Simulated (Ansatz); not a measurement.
## How far is PAW off for B₂W?

```xyz
3
Lattice="3.0200 0.0000 0.0000 -1.5100 2.6154 0.0000 0.0000 0.0000 3.0195" Properties=species:S:1:pos:R:3 pbc="T T T"
B     0.0000    1.7436    1.5097
B     1.5100    0.8718    1.5097
W     0.0000    0.0000    0.0000
```

Atoms are numbered in the order listed.

The geometry is COD entry 1510851, unchecked; take it as a test cell. The listed cell was then made from it by scaling, straining or moving an atom.

Spin–orbit coupling is left out, though it moves levels of the heavy atoms by tenths of an eV or more.

Methods: DFT, LDA, PAW with Ansatz's default frozen-core files, scalar-relativistic (Ansatz 0.2.0); DFT, LDA, all-electron LAPW, scalar-relativistic (Ansatz 0.2.0).

For PAW: a Γ-centred 14×14×12 k mesh, Fermi–Dirac smearing of 0.05 eV, cutoff 420 eV, no spin polarisation; the PAW files were made with PBE, and the program remakes their frozen cores for this functional. LAPW targets a basis error of 0.5 meV/atom. The Ansatz runs share mesh, smearing and spin set-up. Plane-wave (PAW) pressures include the program's estimate of the Pulay term.

Stress and pressure are positive in compression.

PAW results:

```
       quantity    PAW
 pressure (GPa)  26.89
stress xx (GPa)  20.25
stress zz (GPa)  40.18
```

Q: What does LAPW (all electrons) give for the same quantities?

A: 
```
       quantity   LAPW
 pressure (GPa)  26.68
stress xx (GPa)  20.07
stress zz (GPa)  39.92
```
